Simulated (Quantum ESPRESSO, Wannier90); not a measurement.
# Tight-binding from DFT: HgI2 (Cmc2₁)

```
begin unit_cell_cart
ang
    2.4829550000   -3.7267050000    0.0000000000
    2.4829550000    3.7267050000    0.0000000000
    0.0000000000    0.0000000000   13.9966600000
end unit_cell_cart
begin atoms_frac
Hg   0.3434900000 -0.3434900000 -0.0012500000
Hg  -0.3434900000  0.3434900000  0.4987500000
I    0.3973500000 -0.3973500000  0.3689000000
I   -0.3973500000  0.3973500000 -0.1311000000
I   -0.0849700000  0.0849700000 -0.3709400000
I    0.0849700000 -0.0849700000  0.1290600000
end atoms_frac
```

Cell from Materials Project (mp-23173), symmetrised, no further relaxation. COD (Crystallography Open Database) has the formula in 4 space groups, this one among them (matched by group alone). Method: PBEsol plane waves in Quantum ESPRESSO 7.5 (PseudoDojo norm-conserving files, 56 Ry, no spin polarisation, no spin-orbit coupling), Bloch states on a 6×6×4 mesh through Γ, Wannier90 4.0.1. Density: 8×8×4 mesh, cold smearing 0.01 Ry. Spin-orbit coupling is left out although heavy elements are present.

A tight-binding model is made by disentanglement and projection with no localisation steps (num_iter = 0), so the 24 orbitals stay atom-like: hydrogen-like Hg: s;p; I: s;p, axes along x, y, z; frozen window up to 3.61 eV relative to the valence-band maximum. It follows pw.x to 1.8 meV rms for states up to 3.1 eV relative to the valence-band maximum. Matrix elements depend on this choice of orbitals and windows. Bands 13–14 (Hg 5d 77 %, I 5p 13 %, I 5s 8 %), 15–18 (Hg 5d 97 %), 19–22 (Hg 5d 99 %) lie between the kept ones and are excluded.

The 45 largest hoppings ⟨m,0|H|n,R⟩ between different sites (one of each Hermitian pair; signs follow the real orbitals' lobes; the list may end inside a set of equal values):

```csv
m,n,R,distance of the centres (Å),t (eV)
Hg1 py,I4 s,1 -1 0,2.53,1.774
I3 s,Hg2 py,1 -1 0,2.53,-1.774
Hg1 pz,I4 py,1 -1 0,2.69,1.767
I3 py,Hg2 pz,1 -1 0,2.69,-1.767
I6 py,Hg1 pz,0 0 0,2.69,1.758
Hg2 pz,I5 py,0 0 1,2.69,-1.758
I6 s,Hg1 py,0 0 0,2.53,-1.758
Hg2 py,I5 s,0 0 1,2.53,1.758
I6 pz,Hg1 py,0 0 0,2.68,1.705
Hg2 py,I5 pz,0 0 1,2.68,-1.705
Hg1 py,I4 pz,1 -1 0,2.68,1.698
I3 pz,Hg2 py,1 -1 0,2.68,-1.698
Hg1 pz,I4 s,1 -1 0,2.53,1.685
I3 s,Hg2 pz,1 -1 0,2.53,1.685
I6 s,Hg1 pz,0 0 0,2.54,-1.679
Hg2 pz,I5 s,0 0 1,2.54,-1.679
Hg1 s,I4 py,1 -1 0,2.69,-1.427
I3 py,Hg2 s,1 -1 0,2.69,1.427
I6 py,Hg1 s,0 0 0,2.69,1.419
Hg2 s,I5 py,0 0 1,2.69,-1.419
I6 pz,Hg1 s,0 0 0,2.68,1.343
Hg2 s,I5 pz,0 0 1,2.68,1.343
Hg1 s,I4 pz,1 -1 0,2.68,-1.342
I3 pz,Hg2 s,1 -1 0,2.68,-1.342
Hg1 s,I4 s,1 -1 0,2.53,-1.257
I3 s,Hg2 s,1 -1 0,2.53,-1.257
I6 s,Hg1 s,0 0 0,2.53,-1.253
Hg2 s,I5 s,0 0 1,2.53,-1.253
I6 px,Hg1 px,0 0 0,2.63,-0.973
Hg2 px,I5 px,0 0 1,2.63,-0.973
Hg1 px,I4 px,1 -1 0,2.63,-0.972
I3 px,Hg2 px,1 -1 0,2.63,-0.972
Hg1 py,I4 py,1 -1 0,2.69,0.906
I3 py,Hg2 py,1 -1 0,2.69,0.906
I6 py,Hg1 py,0 0 0,2.69,0.883
Hg2 py,I5 py,0 0 1,2.69,0.883
I6 pz,Hg1 pz,0 0 0,2.68,0.650
Hg2 pz,I5 pz,0 0 1,2.68,0.650
Hg1 pz,I4 pz,1 -1 0,2.67,0.634
I3 pz,Hg2 pz,1 -1 0,2.67,0.634
Hg2 px,I3 py,0 1 0,3.57,-0.564
I4 py,Hg1 px,0 1 0,3.57,-0.564
Hg1 px,I4 py,1 0 0,3.57,0.564
I3 py,Hg2 px,1 0 0,3.57,0.564
I6 py,Hg1 px,0 1 0,3.57,0.560
```
